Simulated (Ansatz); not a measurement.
GaCo: relaxation of cell and atoms

Level of theory: Ansatz 0.2.0, DFT, PBEsol, all-electron LAPW, scalar-relativistic.

Command: `ansatz run input.yaml --threads 1 --pin off --max-ram 3072MiB --backend cpu --events-out ev --progress --plain --runs-dir out` The run took about 160 s on 1 thread of a shared machine.

```yaml
crystal:
  lattice:
    - [2.9158727642, 0.0, 0.0]
    - [0.0, 2.9158727642, 0.0]
    - [0.0, 0.0, 2.9158727642]
  atoms:
    - { symbol: Ga, position: [0.5, 0.5, 0.5] }
    - { symbol: Co, position: [0.0, 0.0, 0.0], spin: 2.0 }
magnetization:
  spin_polarized: true
kpoints:
  mp_grid: { grid: [11, 11, 11] }
scf:
  occupations: { method: fermi_dirac, width: 0.05 }
hamiltonian:
  xc: pbesol
  pseudopotentials: { kind: all_electron, lapw: { basis_error: 0.001 } }
output:
  forces: true
  stress: true
relax:
  f_tol: 0.005
  max_steps: 80
  cell: {}
```

The run is spin-polarised from parallel moments and ends with 0.00 μB in the cell; other orders may lie lower.

The geometry is COD entry 1540151, unchecked; take it as a test cell. The listed cell was then made from it by scaling, straining or moving an atom.

Each frame lists the cell vectors (Å), then Cartesian positions (Å); symmetry keeps all forces zero. Free energies count from the first step, -90745.0609 eV.

The walk took 5 evaluations in all; steps that aren't listed are left out.

Step 1: E = 0.0 meV, P = -13.11 GPa

```
cell 2.9159 0.0000 0.0000 0.0000 2.9159 0.0000 0.0000 0.0000 2.9159
Ga    1.4579    1.4579    1.4579
Co    0.0000    0.0000    0.0000
```

Step 2: E = -75.8 meV, P = -4.24 GPa

```
cell 2.8615 0.0000 0.0000 0.0000 2.8615 0.0000 0.0000 0.0000 2.8615
Ga    1.4308    1.4308    1.4308
Co    0.0000    0.0000    0.0000
```

Step 3: E = -82.6 meV, P = 0.73 GPa

```
cell 2.8369 0.0000 0.0000 0.0000 2.8369 0.0000 0.0000 0.0000 2.8369
Ga    1.4185    1.4185    1.4185
Co    0.0000    0.0000    0.0000
```

Q: How does the relaxation end?

A: It converges, with a = 2.840 Å, b = 2.840 Å, c = 2.840 Å, α = 90.00°, β = 90.00°, γ = 90.00° (conventional cell, space group Pm-3m). The last solve (on a basis chosen afresh for the final cell, so its energy is not quite comparable) gives E = -82.8 meV, P = -0.03 GPa:
```
cell 2.8405 0.0000 0.0000 0.0000 2.8405 0.0000 0.0000 0.0000 2.8405
Ga    1.4202    1.4202    1.4202
Co    0.0000    0.0000    0.0000
```
